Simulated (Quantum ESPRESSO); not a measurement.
## Ga3ZnP4 (input and log of a self-consistent run)

Simulated, not a measurement. The program is pw.x of Quantum ESPRESSO 7.5 (plane-wave density functional theory). The cell is made up: 8 atoms on a zincblende/diamond lattice, with randomly drawn elements, strain and displacements, not relaxed. PseudoDojo standard norm-conserving files (v0.5 for PBE, v0.4.1 for LDA and PBEsol) set the functional; there is no spin polarisation, spin-orbit coupling or dispersion term, and the masses in the input are unused placeholders. A spin-polarised start on this cell or one of its family kept no moment.

Input:

```
&control calculation='scf', pseudo_dir='./dojo.nc.sr.pbe.v0_5.standard.upf', outdir='./o', disk_io='medium', tprnfor=.true., tstress=.true. /
&system ibrav=0, nat=8, ntyp=3, nbnd=50, ecutwfc=84.00895049, nosym=.true., tot_charge=0,
 occupations='smearing', smearing='fd', degauss=0.0073498644
/
&electrons conv_thr=7.350e-09, electron_maxstep=60, /
ATOMIC_SPECIES
Ga 1.0 Ga.upf
P 1.0 P.upf
Zn 1.0 Zn.upf
CELL_PARAMETERS angstrom
5.4985 0.0 0.0
0.0 5.4985 0.0
0.0 0.0 5.4985
ATOMIC_POSITIONS angstrom
Ga -0.0605 -0.0704 0.1247
Ga 0.1811 2.692 2.7117
Ga 2.937 -0.0451 2.8416
Zn 2.834 2.7834 -0.1292
P 1.3875 1.4937 1.4516
P 1.2505 4.1823 4.0509
P 4.2986 1.248 4.0578
P 4.3042 4.0502 1.285
K_POINTS automatic
6 6 6 1 1 1
```

The log is shortened where brackets say so; the opening notice, blank lines, dates and the lines on written files are dropped, and the path of the files is cut. It prints rydbergs, bohrs and kilobars, and counts compression as positive stress.

```
     Program PWSCF v.7.5
     Parallel version (MPI & OpenMP), running on       1 processor cores
     Number of MPI processes:                 1
     Threads/MPI process:                     1
     [start-up lines left out]
     bravais-lattice index     =            0
     lattice parameter (alat)  =      10.3907  a.u.
     unit-cell volume          =    1121.8358 (a.u.)^3
     number of atoms/cell      =            8
     number of atomic types    =            3
     number of electrons       =        79.00
     number of Kohn-Sham states=           50
     kinetic-energy cutoff     =      84.0090  Ry
     charge density cutoff     =     336.0358  Ry
     scf convergence threshold =      7.3E-09
     mixing beta               =       0.7000
     number of iterations used =            8  plain     mixing
     Exchange-correlation= PBE
                           (   1   4   3   4   0   0   0)
     [axes and pseudopotential details left out]
   Cartesian axes
     site n.     atom                  positions (alat units)
         1        Ga     tau(   1) = (  -0.0110030  -0.0128035   0.0226789  )
         2        Ga     tau(   2) = (   0.0329363   0.4895881   0.4931709  )
         3        Ga     tau(   3) = (   0.5341457  -0.0082022   0.5167955  )
         4        Zn     tau(   4) = (   0.5154133   0.5062108  -0.0234973  )
         5        P      tau(   5) = (   0.2523415   0.2716559   0.2639993  )
         6        P      tau(   6) = (   0.2274257   0.7606256   0.7367282  )
         7        P      tau(   7) = (   0.7817768   0.2269710   0.7379831  )
         8        P      tau(   8) = (   0.7827953   0.7366009   0.2337001  )
     number of k points=   108  Fermi-Dirac smearing, width (Ry)=  0.0073
     Number of k-points >= 100: set verbosity='high' to print them.
     Dense  grid:   116681 G-vectors     FFT dimensions: (  64,  64,  64)
     Estimated max dynamical RAM per process >     166.32 MB
     Initial potential from superposition of free atoms
     starting charge      78.9913, renormalised to      79.0000
     Starting wfcs are   53 randomized atomic wfcs
     total cpu time spent up to now is       43.7 secs
     per-process dynamical memory:    95.3 Mb
     Self-consistent Calculation
     iteration #  1     ecut=    84.01 Ry     beta= 0.70
     Davidson diagonalization with overlap
     ethr =  1.00E-02,  avg # of iterations =  5.4
     Threshold (ethr) on eigenvalues was too large:
     Diagonalizing with lowered threshold
     Davidson diagonalization with overlap
     ethr =  4.28E-04,  avg # of iterations =  3.8
     total cpu time spent up to now is      321.3 secs
     total energy              =    -932.28915432 Ry
     estimated scf accuracy    <       0.34120966 Ry
     iteration #  2     ecut=    84.01 Ry     beta= 0.70
     Davidson diagonalization with overlap
     ethr =  4.32E-04,  avg # of iterations =  3.3
     total cpu time spent up to now is      446.8 secs
     total energy              =    -932.36168795 Ry
     estimated scf accuracy    <       0.20436424 Ry
     iteration #  3     ecut=    84.01 Ry     beta= 0.70
     Davidson diagonalization with overlap
     ethr =  2.59E-04,  avg # of iterations =  2.1
     total cpu time spent up to now is      567.3 secs
     total energy              =    -932.40740969 Ry
     estimated scf accuracy    <       0.01350558 Ry
     iteration #  4     ecut=    84.01 Ry     beta= 0.70
     Davidson diagonalization with overlap
     ethr =  1.71E-05,  avg # of iterations =  7.9
     total cpu time spent up to now is      711.2 secs
     total energy              =    -932.41054300 Ry
     estimated scf accuracy    <       0.00278944 Ry
     iteration #  5     ecut=    84.01 Ry     beta= 0.70
     Davidson diagonalization with overlap
     ethr =  3.53E-06,  avg # of iterations =  4.2
     total cpu time spent up to now is      856.8 secs
     total energy              =    -932.41104909 Ry
     estimated scf accuracy    <       0.00114509 Ry
     [iterations 6 to 7 left out]
     iteration #  8     ecut=    84.01 Ry     beta= 0.70
     Davidson diagonalization with overlap
     ethr =  4.15E-09,  avg # of iterations =  3.3
     total cpu time spent up to now is     1254.2 secs
     total energy              =    -932.41128789 Ry
     estimated scf accuracy    <       0.00000140 Ry
     iteration #  9     ecut=    84.01 Ry     beta= 0.70
     Davidson diagonalization with overlap
     ethr =  1.77E-09,  avg # of iterations =  2.0
     total cpu time spent up to now is     1384.6 secs
     total energy              =    -932.41128824 Ry
     estimated scf accuracy    <       0.00000010 Ry
     iteration # 10     ecut=    84.01 Ry     beta= 0.70
     Davidson diagonalization with overlap
     ethr =  1.32E-10,  avg # of iterations =  2.0
     total cpu time spent up to now is     1519.1 secs
     total energy              =    -932.41128826 Ry
     estimated scf accuracy    <       0.00000002 Ry
     iteration # 11     ecut=    84.01 Ry     beta= 0.70
     Davidson diagonalization with overlap
     ethr =  2.36E-11,  avg # of iterations =  2.6
     total cpu time spent up to now is     1638.1 secs
     total energy              =    -932.41128826 Ry
     estimated scf accuracy    <          9.0E-09 Ry
     iteration # 12     ecut=    84.01 Ry     beta= 0.70
     Davidson diagonalization with overlap
     ethr =  1.14E-11,  avg # of iterations =  2.0
     total cpu time spent up to now is     1744.7 secs
     End of self-consistent calculation
     Number of k-points >= 100: set verbosity='high' to print the bands.
     the Fermi energy is     6.9958 ev
!    total energy              =    -932.41128827 Ry
     estimated scf accuracy    <          3.3E-10 Ry
     smearing contrib. (-TS)   =      -0.00804006 Ry
     internal energy E=F+TS    =    -932.40324821 Ry
     The total energy is F=E-TS. E is the sum of the following terms:
     one-electron contribution =    -617.13807318 Ry
     hartree contribution      =     353.39494216 Ry
     xc contribution           =    -186.96383599 Ry
     ewald contribution        =    -481.69628119 Ry
     convergence has been achieved in  12 iterations
     Forces acting on atoms (cartesian axes, Ry/au):
     atom    1 type  1   force =     0.07710536    0.07475153   -0.03791824
     atom    2 type  1   force =    -0.07454367    0.03869353    0.04472744
     atom    3 type  1   force =    -0.04240796   -0.02144000   -0.04737106
     atom    4 type  3   force =    -0.00751008   -0.00889042    0.00237549
     atom    5 type  2   force =     0.08828541   -0.09278728   -0.08892844
     atom    6 type  2   force =     0.06076410    0.00762030    0.02963262
     atom    7 type  2   force =    -0.01063990    0.05584716    0.03235053
     atom    8 type  2   force =    -0.09105326   -0.05379481    0.06513166
     Total force =     0.274435     Total SCF correction =     0.000101
     Computing stress (Cartesian axis) and pressure
          total   stress  (Ry/bohr**3)                   (kbar)     P=       26.45
   0.00016924   0.00009455  -0.00012726           24.90       13.91      -18.72
   0.00009455   0.00018299   0.00010361           13.91       26.92       15.24
  -0.00012726   0.00010361   0.00018718          -18.72       15.24       27.54
     init_run     :     37.31s CPU     43.59s WALL (       1 calls)
     electrons    :   1646.37s CPU   1701.01s WALL (       1 calls)
     forces       :     18.28s CPU     18.49s WALL (       1 calls)
     stress       :     54.53s CPU     54.76s WALL (       1 calls)
     [timing details left out]
     PWSCF        :  29m16.95s CPU  30m19.70s WALL
     JOB DONE.
```

In other units: free energy -12686.102 eV for the cell, pressure 2.65 GPa, largest force component 2.386 eV/Å. A rerun of a related cell, with the same atoms placed differently, at 1437 eV and a 8 x 8 x 8 mesh moved values by no more than 0.004 eV in energy, 0.05 GPa in stress and 0.006 eV/Å in force.